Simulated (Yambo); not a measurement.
Yambo run on RbBr (CsCl type, space group Pm-3m, No. 221). The wavefunctions come from this Quantum ESPRESSO step (PBEsol, PseudoDojo standard norm-conserving files, scalar-relativistic):

```
&CONTROL
  calculation = 'nscf'
  pseudo_dir = './pseudo'
  outdir = './out'
/
&SYSTEM
  ibrav = 0
  nat = 2
  ntyp = 2
  ecutwfc = 46.0
  ecutrho = 184.0
  occupations = 'fixed'
  force_symmorphic = .true.
  nbnd = 156
/
&ELECTRONS
  conv_thr = 2e-09
  diago_full_acc = .true.
  diago_thr_init = 1e-08
/
ATOMIC_SPECIES
Br 79.9040 Br.upf
Rb 85.4678 Rb.upf
CELL_PARAMETERS angstrom
  4.071676036000   0.000000000000   0.000000000000
  0.000000000000   4.071676036000   0.000000000000
  0.000000000000   0.000000000000   4.071676036000
ATOMIC_POSITIONS crystal
Br   0.500000000000   0.500000000000   0.500000000000
Rb   0.000000000000   0.000000000000   0.000000000000
K_POINTS automatic
4 4 4 0 0 0
```

Yambo input:

```
rim_cut
gw0
dyson
el_el_corr
HF_and_locXC
ppa
em1d
RandQpts= 1000000
RandGvec= 1 Ry
EXXRLvcs= 46 Ry
VXCRLvcs= 184 Ry
Chimod= "HARTREE"
% BndsRnXp
 1 | 155 |
%
NGsBlkXp= 10 Ry
% LongDrXp
 1.0 | 1.0 | 1.0 |
%
PPAPntXp= 27.2114 eV
% GbndRnge
 1 | 155 |
%
GTermKind= "BG"
DysSolver= "n"
ExtendOut
% QPkrange
 1 | 1 | 8 | 9 |
 3 | 3 | 8 | 9 |
 6 | 6 | 8 | 9 |
 10 | 10 | 8 | 9 |
%
```

k points by index: 1 = Γ, 3 = X, 6 = M, 10 = R.

The o-*.qp file then holds:

```
#    K-point    Band    Eo [eV]    E [eV]    E-Eo [eV]    Vxc [eV]    Vnlxc [eV]    Sc|Eo [eV]    Sc|E [eV]    dSc/dw|Eo [eV]    Re(Z)    Im(Z)
#
    1    8    -0.157173    -1.923950    -1.766777    -12.72837    -16.52225    1.627479    2.027103    -6.154448    0.815544    -0.001418
    1    9    4.036483    4.742098    0.705615    -7.806752    -3.737875    -3.251863    -3.363262    -4.295489    0.863664    -0.928323E-3
    3    8    -0.253202    -2.021740    -1.768538    -12.51859    -16.31448    1.626577    2.027357    -6.166100    0.815259    -0.001426
    3    9    6.801840    7.826552    1.024712    -8.021863    -3.274881    -3.553718    -3.722271    -4.475397    0.858760    -0.001111
    6    8    0.000000    -1.749424    -1.749424    -12.81295    -16.57192    1.613694    2.009543    -6.156766    0.815487    -0.001403
    6    9    5.194470    6.004062    0.809591    -7.605639    -3.427775    -3.241546    -3.368273    -4.258970    0.864666    -0.934437E-3
    10    8    -1.464743    -3.339623    -1.874880    -11.44516    -15.59408    1.830474    2.274046    -6.437236    0.808689    -0.001724
    10    9    8.233782    9.089026    0.855244    -8.308767    -3.859256    -3.456578    -3.594268    -4.380585    0.861338    -0.577148E-3
```
(The two width columns are left out.) Convergence of these settings isn't established.

Spin-orbit coupling is not included.

Geometry relaxed with PBEsol.

This is not the ordinary phase of the substance; no match was found in the copy of COD used, and its stability was not checked.
